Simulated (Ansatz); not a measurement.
Space group R3m:H (No. 160). a = 8.938 Å, b = 8.938 Å, c = 11.246 Å, α = 90.00°, β = 90.00°, γ = 120.00°
```csv
atom,site,symmetry,x,y,z
Sn,9b,.m,0.6663,0.8331,0.8379
Ge,3a,3m,0.3333,0.6667,0.1487
Te,9b,.m,0.0119,0.5059,0.0230
Te,3a,3m,0.3333,0.6667,0.6861
```

Equation of state of this Sn₃GeTe₄ structure (not necessarily the ground state), with shape and atoms relaxed at each volume where symmetry leaves them free. All numbers below come from DFT PBE, scalar-relativistic, plane waves, PAW (Ansatz 0.2.0).

Cutoff 420 eV; k points 6×6×6 on the computed 8-atom cell (Γ-centred); Gaussian smearing, width 0.01 eV; no spin polarisation.

```
V (Å³/atom)  E − E(largest V) (meV/atom)  P (GPa)  gap on mesh (eV)
     28.531                        38.51     5.73              0.06
     29.504                         9.49     3.90              0.06
     30.476                        -9.28     2.33              0.09
     31.449                       -19.44     1.05              0.15
     32.422                       -22.56     0.02              0.22
     33.394                       -20.09    -0.79              0.30
     34.367                       -13.40    -1.37              0.39
     35.664                         0.00    -1.89              0.49
```

**Question.** Fit a third-order Birch–Murnaghan equation, E = E0 + (9V0B0/16)·[(x − 1)³B0' + (x − 1)²(6 − 4x)] with x = (V0/V)^(2/3), to E(V).

**Answer.** V0 = 32.46 Å³/atom, B0 = 29 GPa, B0' = 6.9.

Spin-orbit coupling is left out, which matters for the bands of heavy elements.

The cell was found from a structure generator's guess, not taken from experiment.
